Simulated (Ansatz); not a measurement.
GaSb in the zincblende structure, relaxed with r2SCAN, was run in Ansatz under altered settings. All numbers are computed, without spin polarisation but where a row says otherwise.

```
Ga Sb
1.0
     0.00000    3.06588    3.06588
     3.06588    0.00000    3.06588
     3.06588    3.06588    0.00000
Ga Sb
1 1
Direct
  0.00000 0.00000 0.00000
  0.25000 0.25000 0.25000
```

The base run's other keys:
```yaml
kpoints:
  mp_grid: { grid: [4, 4, 4] }
hamiltonian:
  xc: hse06
scf:
  occupations: { method: fermi_dirac, width: 0.02 }
  n_extra_bands: 4
```

It takes 15 iterations with 1139 plane waves at 420 eV and 8 k points, and leaves a mean stress of +0.41 GPa. The gap over this mesh is 0.827 eV.

Outcomes, with energy and stress as changes against the base:
```tsv
setting	outcome	ΔF (meV/atom)	Δ mean stress (GPa)	gap on the mesh (eV)	iterations
PBE hybrid, exx coeff 0.4, omega 0.5 1/Å	converged	–	+0.3	0.719	19
PBE hybrid, exx coeff 1.0, omega 0.2078 1/Å	converged	–	-4.0	3.477	31
PBE hybrid, exx coeff 0.5, omega 0.2078 1/Å	converged	–	-1.5	1.796	24
basis.ecutwfc: 250	converged, warned	+1214	+0.4	0.740	17
scf.occupations: fermi_dirac 0.2	converged	-2.4	+0.1	0.808	19
```
A dash marks a value that wasn't obtained or can't be compared. Stress is positive in compression.

- PBE hybrid, exx coeff 0.4, omega 0.5 1/Å. That is 40 % exact exchange, screened with ω = 0.5 1/Å, against HSE06's 25 % screened at 0.208 1/Å. The mean stress moves by +0.3 GPa and the gap on the mesh by -0.108 eV (to 0.719). Totals of different functionals aren't comparable.
- PBE hybrid, exx coeff 1.0, omega 0.2078 1/Å. That is 100 % exact exchange, screened with ω = 0.2078 1/Å, against HSE06's 25 % screened at 0.208 1/Å. The mean stress moves by -4.0 GPa and the gap on the mesh by +2.650 eV (to 3.477). Totals of different functionals aren't comparable.
- PBE hybrid, exx coeff 0.5, omega 0.2078 1/Å. That is 50 % exact exchange, screened with ω = 0.2078 1/Å, against HSE06's 25 % screened at 0.208 1/Å. The mean stress moves by -1.5 GPa and the gap on the mesh by +0.969 eV (to 1.796). Totals of different functionals aren't comparable.
- basis.ecutwfc: 250. 531 plane waves in place of 1139. The free energy moves by +1214 meV an atom, the mean stress by +0.4 GPa and the gap on the mesh by -0.087 eV (to 0.740). The basis is too small: these are errors of the cutoff. Warned: cutoff below recommended.

No spin-orbit coupling is included; it can move band edges with weight on the heavy atoms by tenths of an eV.

The program warns that its thresholds are loose for a hybrid's stress.

The meshes of the hybrids are coarse, so their gaps aren't converged to the digits shown.
